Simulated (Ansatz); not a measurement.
# LiGeN: rattling a relaxed structure

It was relaxed at this level from a Materials Project cell.

Level of theory: DFT PBE, scalar-relativistic, plane waves, PAW in Ansatz 0.2.0. Settings: cutoff 420 eV, Γ-centred mesh 12×12×4 on the computed 6-atom cell, Gaussian smearing of 0.02 eV; no spin polarisation.

The cell below (6 atoms, space group P6_3mc (No. 186)) is relaxed within its symmetry.

```
Li Ge N
1.0
     3.01537    0.00000    0.00000
    -1.50769    2.61139    0.00000
     0.00000    0.00000    9.42993
Li Ge N
2 2 2
Direct
  0.66667 0.33333 0.74164
  0.33333 0.66667 0.24164
  0.00000 0.00000 0.49860
  0.00000 0.00000 0.99860
  0.33333 0.66667 0.60440
  0.66667 0.33333 0.10440
```

For the test a repeat of it with 12 atoms (edges 3.02, 3.02, 18.86 Å) was strained at random (σ = 1.5 % a component), the atoms were moved at random (σ = 0.15 Å), and all was relaxed again on a coarse 6×6×1 mesh (in the run’s order of axes) with 0.10 eV smearing, with no symmetry imposed.

Problem. What happens?

Solution. It returns, within 1 meV/atom of the unmoved cell on that mesh and with the same symmetry when read at 0.1 Å (Cm at 0.01 Å, so small strains and shifts remain). No instability shows in this cell; modes of other wave vectors, which need another repeat, aren't tested.
